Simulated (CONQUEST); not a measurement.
# How a calculation on BaTiO3 (Amm2, 10 atoms in the cell; from Materials Project mp-5777) responds to its settings

```
BaTiO3
1.0
    3.98333     0.00000     0.00000
    0.00000     5.72519     0.00000
    0.00000     0.00000     5.75068
Ba Ti O
2 2 6
Direct
  0.00000   0.50000   0.50341
  0.00000   0.00000   0.00341
  0.50000   0.50000   0.01850
  0.50000   0.00000   0.51850
  0.50000   0.74354   0.23489
  0.50000   0.25646   0.23489
  0.00000   0.50000   0.98820
  0.50000   0.24354   0.73489
  0.50000   0.75646   0.73489
  0.00000   0.00000   0.48820
```

Base run A: LDA (PW92), numerical atomic orbitals double-zeta with polarisation (the shipped basis), PseudoDojo norm-conserving potentials made for LDA run with CONQUEST 1.3, self-consistent single point.

Its settings: basis = DZP; Diag.MPMeshX, Y, Z = 3 3 3; potentials = PseudoDojo norm-conserving LDA; Grid.GridCutoff = 175 Ha; DM.SolutionMethod = diagon; Diag.kT = 0.001837 Ha; Diag.GammaCentred = true; minE.SCTolerance = 1.0e-06; SC.MaxIters = 100; SC.LinearMixingFactor = 0.3; AtomMove.TypeOfRun = static.

The program uses no crystal symmetry, so grid and mesh can part values that symmetry would make equal. The atom-centred basis is finite, which shifts total energies, pressures and forces against plane waves. The structure comes from a collection of computed structures, made at another level of theory; the collection holds predicted forms beside known ones.

ΔF is the free energy per atom less that of run A. 

A variant of run A gave: the free energy goes down by 12.6 meV/atom, the pressure goes from -7.25 to -0.36 GPa and the largest force goes from 0.300 to 0.289 eV/Å.

Task: Which change was made?
(A) volume scaled by 1.01
(B) volume scaled by 0.94
(C) volume scaled by 0.96
(D) volume scaled by 1.02

Result: C, volume scaled by 0.96. That run gave: ΔF (meV/atom) -12.6; pressure (GPa) -0.36; largest force (eV/Å) 0.289.

The base and the other variants:

| change | ΔF (meV/atom) | pressure (GPa) | largest force (eV/Å) |
|---|---|---|---|
| base | 0.00 | -7.25 | 0.300 |
| volume scaled by 0.94 | -9.7 | 4.11 | 0.486 |
| volume scaled by 0.98 | -9.1 | -3.58 | 0.186 |
| volume scaled by 0.99 | -5.3 | -5.61 | 0.213 |
| volume scaled by 1.01 | 6.6 | -8.86 | 0.388 |
| volume scaled by 1.02 | 14.5 | -10.43 | 0.468 |
| volume scaled by 1.04 | 33.6 | -12.91 | 0.673 |
| volume scaled by 1.06 | 56.8 | -15.28 | 0.840 |
